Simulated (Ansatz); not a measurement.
An ordered 8-atom cell of In3GaP4 on the zincblende lattice (Cm) at its r2SCAN geometry, run in Ansatz 0.2.0 at 3 levels of theory. These are computed values for a non-magnetic cell that may be hypothetical; none is a measurement.

The PBE+SOC input:
```yaml
crystal:
  lattice:
    - [6.793744903, -2.0458243232, 0.0059088028]
    - [6.793744903, 2.0458243232, 0.0059088028]
    - [-1.2291474141, 0.0, 6.9957180018]
  atoms:
    - { symbol: Ga, position: [0.0001543397, 0.0001543397, -0.0009497677] }
    - { symbol: In, position: [0.4998570162, 0.4998570162, 0.4997891526] }
    - { symbol: In, position: [0.2522586018, 0.2522586018, 0.7561327617] }
    - { symbol: In, position: [0.7471764829, 0.7471764829, 0.24371607] }
    - { symbol: P, position: [0.556105893, 0.556105893, 0.1698431357] }
    - { symbol: P, position: [0.0613942918, 0.0613942918, 0.7033637954] }
    - { symbol: P, position: [0.8233593847, 0.8233593847, 0.9416332088] }
    - { symbol: P, position: [0.30969399, 0.30969399, 0.4364716436] }
kpoints:
  mp_grid: { grid: [6, 6, 4] }
  band_path:
    path:
      - [0.0, 0.0, 0.0]
      - [-0.273363053, 0.273363053, 0.0]
      - [0.273363053, 0.726636947, 0.0]
      - [0.5, 0.5, 0.0]
      - [0.5, 0.5, -0.5]
      - [0.2656673386, 0.7343326614, -0.5]
      - [-0.2656673386, 0.2656673386, -0.5]
      - [0.0, 0.0, -0.5]
      - [0.0, 0.5, -0.5]
    npoints: 1
hamiltonian:
  xc: pbe
scf:
  occupations: { method: fermi_dirac, width: 0.02 }
  n_extra_bands: 12
magnetization:
  noncollinear: true
  spin_orbit: true
output:
  forces: true
  stress: true
  eigenvalues: true
```

Main results, then, where recorded, the levels near the gap in eV from the Fermi energy (columns number the bands from 0), one row a point of the path (Γ, C, C₂, Y₂, M₂, D, D₂, A, L₂):
```
Crystal: 8 atoms, lattice volume = 194.494 Å³
Symmetry: 2 space group operations + 2 with time reversal
Magnetic group: BNS 8.33 (UNI 40)
```
```
Basis set: ecut = 420 eV, 3807 PW (Γ)
Bands: 84, of which v1, the nominal top of the filled ones, is band 72 counted from 1 (71 counted from 0)
k-points: 47 of 144 (time reversal used)
Free energy (F): -23607.268948 eV
Fermi energy:    7.211319 eV
--- Forces (eV/Å), atoms counted from 1 ---
  atom   1  Ga      0.02671      0.00000      0.02840
  atom   2  In      0.01814      0.00000    -0.00988
  atom   3  In    -0.01762      0.00000    -0.00178
  atom   4  In    -0.01546      0.00000    -0.00427
  atom   5  P     -0.00523      0.00000      0.01411
  atom   6  P       0.01379      0.00000    -0.02409
  atom   7  P     -0.02852      0.00000    -0.00234
  atom   8  P       0.00818      0.00000    -0.00015
--- Stress (GPa, compression-positive) ---
        1.762653       0.000000      -0.006993
        0.000000       1.775885       0.000000
       -0.006993       0.000000       1.748710
  P = ⅓ Tr σ = 1.7624 GPa (17.624 kbar)
```
```tsv
band_66	band_67	band_68	band_69	band_70	band_71	band_72	band_73	band_74	band_75	band_76	band_77
-0.470	-0.470	-0.376	-0.376	-0.327	-0.327	0.325	0.325	1.123	1.123	1.960	1.960
-2.223	-2.193	-2.076	-2.061	-1.589	-1.578	2.065	2.069	2.258	2.278	2.539	2.548
-2.223	-2.193	-2.076	-2.061	-1.589	-1.578	2.065	2.069	2.258	2.278	2.539	2.548
-0.945	-0.945	-0.879	-0.879	-0.777	-0.777	0.882	0.882	1.241	1.241	1.443	1.443
-1.929	-1.929	-1.054	-1.054	-0.851	-0.851	1.538	1.538	2.202	2.202	2.292	2.292
-2.320	-2.256	-1.654	-1.639	-1.571	-1.568	1.561	1.579	1.631	1.632	1.954	1.963
-2.320	-2.256	-1.654	-1.639	-1.571	-1.568	1.561	1.579	1.631	1.632	1.954	1.963
-1.327	-1.327	-1.272	-1.272	-1.185	-1.185	1.723	1.723	2.376	2.376	2.465	2.465
-2.026	-2.026	-1.414	-1.414	-1.305	-1.305	1.047	1.047	1.385	1.385	1.731	1.731
```

With PBE+SOC the gap is 0.65 eV and direct, at Γ.

Task: Another run on the same cell gave
```
Basis set: ecut = 420 eV, 3807 PW (Γ)
Bands: 42, of which v1, the nominal top of the filled ones, is band 36 counted from 1 (35 counted from 0)
k-points: 14 of 32 (time reversal used)
hybrid outer 1: dexx = +2.978e-2 eV, tail = 5.25e-5 eV
hybrid outer 2: dexx = +1.688e-6 eV, tail = 2.19e-8 eV, Δε = 1.79e-3 eV, ΔF = 3.86e-3 eV/Å
Free energy (F): -23615.914989 eV
Fermi energy:    6.445558 eV
--- Forces (eV/Å), atoms counted from 1 ---
  atom   1  Ga      0.00719      0.00000    -0.00149
  atom   2  In    -0.00507      0.00000    -0.02224
  atom   3  In    -0.00720      0.00000    -0.02057
  atom   4  In    -0.00900      0.00000    -0.01220
  atom   5  P       0.02455      0.00000      0.07130
  atom   6  P       0.03597      0.00000    -0.03805
  atom   7  P     -0.06148      0.00000      0.00774
  atom   8  P       0.01505      0.00000      0.01554
--- Stress (GPa, compression-positive) ---
       -0.185347       0.000000       0.023166
        0.000000       0.250854       0.000000
        0.023165       0.000000      -0.289181
  P = ⅓ Tr σ = -0.0746 GPa (-0.746 kbar)
```
```tsv
band_33	band_34	band_35	band_36	band_37	band_38
-0.073	-0.035	0.000	1.481	2.248	3.056
-2.015	-1.866	-1.332	3.140	3.353	3.703
-2.015	-1.866	-1.332	3.140	3.353	3.703
-0.660	-0.533	-0.500	1.990	2.346	2.451
-1.734	-0.771	-0.551	2.651	3.276	3.454
-2.057	-1.406	-1.323	2.605	2.635	3.058
-2.057	-1.406	-1.323	2.605	2.635	3.058
-1.070	-0.964	-0.918	2.859	3.553	3.642
-1.828	-1.106	-1.073	2.144	2.356	2.806
```
Which level of theory and mesh gave it?

Result: It is HSE06, judged by the exchange loop and the size of the gap (a near hybrid could fit too), on 4×4×2; the blocks that differ from the first input, but for the band path:
```yaml
kpoints:
  mp_grid: { grid: [4, 4, 2] }
hamiltonian:
  xc: hse06
scf:
  occupations: { method: fixed }
  n_extra_bands: 6
```
(magnetization left out)
HSE06 gives a direct gap of 1.48 eV at Γ. The mean stress, -0.1 GPa, is small, and the program warns that its thresholds are loose for a hybrid's stress.

Task: Another run on the same cell gave
```
Basis set: ecut = 420 eV, 3807 PW (Γ)
Bands: 42, of which v1, the nominal top of the filled ones, is band 36 counted from 1 (35 counted from 0)
k-points: 14 of 32 (time reversal used)
hybrid outer 1: dexx = +4.522e-2 eV, tail = 7.43e-5 eV
hybrid outer 2: dexx = +4.690e-6 eV, tail = 4.06e-8 eV, Δε = 2.12e-3 eV, ΔF = 2.91e-3 eV/Å
Free energy (F): -23614.564488 eV
Fermi energy:    6.100826 eV
--- Forces (eV/Å), atoms counted from 1 ---
  atom   1  Ga      0.00567      0.00000    -0.00273
  atom   2  In    -0.00638      0.00000    -0.02087
  atom   3  In    -0.00558      0.00000    -0.02024
  atom   4  In    -0.00718      0.00000    -0.01069
  atom   5  P       0.02666      0.00000      0.07347
  atom   6  P       0.03640      0.00000    -0.04051
  atom   7  P     -0.06446      0.00000      0.00645
  atom   8  P       0.01492      0.00000      0.01519
--- Stress (GPa, compression-positive) ---
       -0.401071       0.000000       0.022339
        0.000000       0.016382       0.000000
        0.022339       0.000000      -0.506833
  P = ⅓ Tr σ = -0.2972 GPa (-2.972 kbar)
```
```tsv
band_33	band_34	band_35	band_36	band_37	band_38
-0.055	-0.034	0.000	2.117	2.916	3.737
-2.044	-1.894	-1.348	3.812	4.028	4.383
-2.044	-1.894	-1.348	3.812	4.028	4.383
-0.674	-0.545	-0.513	2.651	3.010	3.115
-1.770	-0.786	-0.564	3.325	3.950	4.135
-2.091	-1.429	-1.345	3.276	3.301	3.731
-2.091	-1.429	-1.345	3.276	3.301	3.731
-1.094	-0.972	-0.939	3.536	4.231	4.323
-1.861	-1.115	-1.088	2.799	3.015	3.483
```
Which level of theory and mesh gave it?

Result: It is PBE0, judged by the exchange loop and the size of the gap (a near hybrid could fit too), on 4×4×2; the blocks that differ from the first input, but for the band path:
```yaml
kpoints:
  mp_grid: { grid: [4, 4, 2] }
hamiltonian:
  xc: pbe0
scf:
  occupations: { method: fixed }
  n_extra_bands: 6
```
(magnetization left out)
The PBE0 gap is direct at Γ: 2.12 eV. With the atoms held, the mean pressure is -0.3 GPa (compression positive). (The program warns that its thresholds are loose for a hybrid's stress.)

The hybrids run on coarser meshes, which limits their stresses and small splittings of levels.

Totals of different functionals, or with and without spin-orbit coupling, can't be compared.

Only the levels marked +SOC include spin-orbit coupling.
